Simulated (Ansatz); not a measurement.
Bi (A7 (α-As type), R-3m) under volume change, the program Ansatz at the r²SCAN level (PAW), shape and atoms relaxed at each volume.

| V (Å³/atom) | E − E(relaxed) (meV/atom) | P (GPa) |
|---|---|---|
| 33.418 | 31.0 | 3.44 |
| 34.520 | 12.5 | 2.01 |
| 35.621 | 2.8 | 0.84 |
| 36.723 | 0.0 | 0.00 |
| 37.825 | 2.3 | -0.66 |
| 38.926 | 8.2 | -1.09 |
| 40.028 | 16.7 | -1.36 |

Problem. What does a third-order Birch–Murnaghan fit give for V₀, B₀ and B′?

Solution. V₀ = 36.71 Å³/atom, B₀ = 24.4 GPa, B′ = 9.2.

The cell was relaxed with r²SCAN under the symmetry of its start; of distortions, only those at the zone centre were tested. Spin–orbit coupling is left out wherever it is not named.

Potentials: the earlier of the program's two PAW sets.
